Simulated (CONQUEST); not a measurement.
A self-consistent single point of WS2 (R3m, 18 atoms in the cell; from Materials Project mp-9813).

```yaml
crystal:
  lattice:
    - [3.18487, 0.00000, 0.00000]
    - [0.00000, 5.51636, 0.00000]
    - [0.00000, 0.00000, 19.46940]
  atoms:
    - { symbol: W, position: [0.50000, 0.16667, 0.33266] }
    - { symbol: W, position: [0.00000, 0.33333, 0.66600] }
    - { symbol: W, position: [0.00000, 0.00000, 0.99933] }
    - { symbol: W, position: [0.00000, 0.66667, 0.33266] }
    - { symbol: W, position: [0.50000, 0.83333, 0.66600] }
    - { symbol: W, position: [0.50000, 0.50000, 0.99933] }
    - { symbol: S, position: [0.00000, 0.33333, 0.25255] }
    - { symbol: S, position: [0.50000, 0.16667, 0.07941] }
    - { symbol: S, position: [0.00000, 0.00000, 0.58589] }
    - { symbol: S, position: [0.00000, 0.33333, 0.41275] }
    - { symbol: S, position: [0.50000, 0.16667, 0.91922] }
    - { symbol: S, position: [0.00000, 0.00000, 0.74608] }
    - { symbol: S, position: [0.50000, 0.83333, 0.25255] }
    - { symbol: S, position: [0.00000, 0.66667, 0.07941] }
    - { symbol: S, position: [0.50000, 0.50000, 0.58589] }
    - { symbol: S, position: [0.50000, 0.83333, 0.41275] }
    - { symbol: S, position: [0.00000, 0.66667, 0.91922] }
    - { symbol: S, position: [0.50000, 0.50000, 0.74608] }
```

Method: CONQUEST with LDA (PW92), numerical atomic orbitals double-zeta with polarisation (the shipped basis), PseudoDojo norm-conserving potentials made for LDA.

CONQUEST settings:

| setting | value |
|---|---|
| basis | DZP |
| Diag.MPMeshX, Y, Z | 6 4 1 |
| potentials | PseudoDojo norm-conserving LDA |
| Grid.GridCutoff | 140 Ha |
| DM.SolutionMethod | diagon |
| Diag.kT | 0.001837 Ha |
| Diag.GammaCentred | true |
| minE.SCTolerance | 1.0e-07 |
| SC.MaxIters | 100 |
| SC.LinearMixingFactor | 0.3 |
| SC.KerkerPreCondition | true |
| SC.KerkerFactor | 0.1 1/bohr |
| AtomMove.TypeOfRun | static |

Question: Estimate, at this level of theory: gap on the k-point mesh, pressure and largest force (vector length).

Answer: The run gave:

```
Property                            Value
-----------------------------  ----------
Gap on the k-point mesh           1.34 eV
Pressure                        -2.86 GPa
Largest force (vector length)  0.151 eV/Å
```

Gaps are taken between levels on the mesh.

For comparison: a first run (DFT, PBEsol, numerical atomic orbitals double-zeta with polarisation (the shipped basis), PseudoDojo norm-conserving potentials made for PBEsol) was changed to give this one (pseudopotentials: PseudoDojo norm-conserving PBEsol → PseudoDojo norm-conserving LDA), and from it to this one the pressure goes from 0.36 to -2.86 GPa, the largest force goes from 0.409 to 0.151 eV/Å and the gap on the mesh goes from 1.359 to 1.339 eV.

Spin-orbit coupling is left out, which matters for bands and gaps with elements this heavy. The program uses no crystal symmetry, so grid and mesh can part values that symmetry would make equal. The atom-centred basis is finite, which shifts total energies, pressures, gaps and forces against plane waves. The structure comes from a collection of computed structures, made at another level of theory; the collection holds predicted forms beside known ones.

Cost on one core: around 2.0 core-minutes (rough).
